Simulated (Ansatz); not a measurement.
**K2SO4: Quadrupolar parameters**

The cell is a Materials Project structure (computed, not necessarily an observed phase), atoms as given.

Space group C2/c (No. 15); a = 6.0304, b = 9.9646, c = 8.0297 Å, β = 90.19°.

| site | Wyckoff | site symmetry | x | y | z |
| --- | --- | --- | --- | --- | --- |
| K1 | 4e | 2 | 0.5000 | 0.8080 | 0.7500 |
| K3 | 4a | -1 | 0.0000 | 0.0000 | 0.5000 |
| S | 4e | 2 | 0.5000 | 0.1493 | 0.7500 |
| O7 | 8f | 1 | 0.4870 | 0.2356 | 0.9010 |
| O11 | 8f | 1 | 0.2981 | 0.0609 | 0.7410 |

One atom of each set is listed; the run and its k-mesh use a cell of 14 atoms with edges of 5.82, 5.82, 8.03 Å.

All values are calculated (Ansatz; DFT, PBE, plane waves and PAW, scalar-relativistic, 550 eV cutoff, Γ-centred 5×5×3 k-points, Fermi–Dirac smearing 0.02 eV), not measured.

Conventions: |V_zz| ≥ |V_yy| ≥ |V_xx|, η = (V_xx − V_yy)/V_zz, C_Q = eQV_zz/h.

39K: I = 3/2, Q = 60.30 mb; ³³S: I = 3/2, Q = -69.40 mb; ¹⁷O: I = 5/2, Q = -25.58 mb. Nuclear quadrupole moments: year-2017 set (Pyykkö).

| site | atoms | first shell | V_zz (10²¹ V/m²) | η | C_Q (MHz) |
| --- | --- | --- | --- | --- | --- |
| K1 | 2 | 10 O at 2.80–3.40 Å; also 3 S at 3.40–3.41 Å, 2 K at 3.67 Å | 1.13 | 0.24 | 1.65 |
| K3 | 2 | 6 O at 2.71–2.82 Å | -0.74 | 0.86 | -1.07 |
| S | 2 | 4 O at 1.49–1.50 Å | -0.54 | 0.96 | 0.902 |
| O7 | 4 | 1 S at 1.49 Å; also 3 K at 2.75–3.25 Å | 13.30 | 0.04 | -8.23 |
| O11 | 4 | 1 S at 1.50 Å; also 4 K at 2.71–3.05 Å | 13.51 | 0.06 | -8.35 |

At O7 and O11 V_zz points along its bond to S (within 1°) in each case.

The largest force is 0.3 eV/Å, so the atoms aren't at the calculated equilibrium and relaxing them would move these values. Where η is near 1 the sign of V_zz means little.

Hardware: 1 thread of Arm Neoverse V2 (aarch64; 8 cores open to the job, memory cap 2.5 GiB, no GPU), a shared host with a load of 0.6 a core. Wall time 37 s, CPU time 37 s, peak memory 0.75 GiB.
